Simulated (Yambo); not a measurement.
G0W0@LDA for ScF3 (ReO3 type, space group Pm-3m, No. 221) in Yambo. Reference settings: 4×4×4 Γ-centred k mesh, bands 2 to 155 and a 10 Ry block in the screening, 155 bands in G with the Bruneval-Gonze terminator, plasmon pole fitted at 27.2 eV. The LDA gap R → Γ on this mesh is 6.40 eV; G0W0 gaps are taken between the same points.

Gap (R → Γ) in eV against the number of bands and the screening block, terminator on:

| bands (W and G) | 2 Ry | 4 Ry | 6 Ry | 8 Ry | 10 Ry |
|---|---|---|---|---|---|
| 34 | 13.094 | 12.149 | 11.984 | 11.940 | 11.904 |
| 57 | 12.836 | 11.907 | 11.748 | 11.719 | 11.692 |
| 84 | 12.779 | 11.843 | 11.692 | 11.668 | 11.644 |
| 120 | 12.752 | 11.804 | 11.657 | 11.643 | 11.618 |
| 155 | 12.742 | 11.784 | 11.638 | 11.620 | 11.602 |

Rough cost of the Yambo step against the reference (shared machines):

| bands (W and G) | 2 Ry | 4 Ry | 6 Ry | 8 Ry | 10 Ry |
|---|---|---|---|---|---|
| 34 | 1/10 | 1/9 | 1/10 | 1/9 | 1/6 |
| 57 | 1/5 | 1/5 | 1/5 | 1/3 | 1/3 |
| 84 | 1/3 | 1/3 | 1/3 | 1/3 | 1/2 |
| 120 | 1/2 | 1/3 | ~1 | ~1 | ~1 |
| 155 | ~1 | ~1 | ~1 | ~1 | 1 |

At the largest block the last step in bands moves the gap by -0.016 eV; at the most bands the last step in the block moves it by -0.018 eV.

The cell is held in this high symmetry; tilts and polar distortions were not searched.

Geometry relaxed with LDA; primitive cell a = 3.970 Å, b = 3.970 Å, c = 3.970 Å, α = 90.00°, β = 90.00°, γ = 90.00°.
